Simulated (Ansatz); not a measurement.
**LiNbO$_{3}$: computed property card**

LiNbO3:
```
LiNbO3
1.0
    2.56709     1.48211     4.60885
   -2.56709     1.48211     4.60885
    0.00000    -2.96422     4.60885
Li Nb O
2 2 6
Cartesian
  0.00000   0.00000   9.94442
  0.00000   0.00000   3.03114
  0.00000   0.00000   0.02215
  0.00000   0.00000   6.93543
 -0.64349   1.43452   8.35158
  1.56408  -0.15998   8.35158
 -0.92058  -1.27454   8.35158
 -1.64650   0.20757   6.04715
  0.64349  -1.52970   6.04715
  1.00301   1.32213   6.04715
```

Space group R3c (No. 161); conventional cell a = b = 5.1342 Å, c = 13.8266 Å, α = β = 90.00°, γ = 120.00°.

Method: PBEsol in the plane-wave PAW code Ansatz. Geometry: relaxed at this level of theory. Other levels are named where they apply.

### Cell and energy

```yaml
volume_per_atom: 10.52 Å³
density: 4.67 g/cm³
Formation energy from the elements (no fitted shifts): -2588 meV/atom
```

### Electronic structure

```yaml
band_gap: 3.50 eV (indirect)
valence_band_maximum: off the standard path, at k = (0.135, 0.135, 0.146) in fractions of the reciprocal vectors
conduction_band_minimum: off the standard path, at k = (-0.089, -0.089, 0.026) in fractions of the reciprocal vectors
smallest_direct_gap_on_the_standard_path: 3.53 eV
electron_effective_mass: 0.79, 1.9, 2.0 mₑ (principal values)
HSE06 gap on the PBEsol cell: 4.98 eV
Gap with spin–orbit coupling: 3.46 eV
```

### Mechanics

```yaml
Bulk modulus (Birch–Murnaghan fit): 109 GPa
Pressure derivative B′: 5.6
Elastic constants (relaxed ions, GPa): C11 = 199, C12 = 60.4, C13 = 68.9, C14 = 9.4, C33 = 234, C44 = 58.6
mechanical_stability: stable (all eigenvalues of C positive)
hill_bulk_and_shear_moduli: 114 and 65.2 GPa
Young's modulus: 164 GPa
Poisson's ratio: 0.26
debye_temperature_from_the_elastic_constants: 564 K
Piezoelectric stress constants (proper, relaxed ions, C/m²): e15 = e24 = -3.77, e16 = e21 = 2.58, e22 = -2.58, e31 = e32 = -0.35, e33 = -1.74
```

### Dielectric response

```yaml
Electronic dielectric constant ε∞ (DFPT): 5.51 (xx = yy), 5.32 (zz)
Born charges (a third of the trace): Li +1.14, Nb +7.08, O -2.74 e
Largest static χ(2) component: 61 pm/V
```

The PBEsol relaxation kept the symmetry of its start. The run is not spin-polarised. Signs of piezoelectric constants follow the polarity of the cell as given. The references are the lowest solids computed at this level, not always the standard phases (solids in place of the gases). Spin–orbit coupling is left out wherever it is not named.

Potentials: the later of the program's two PAW sets.
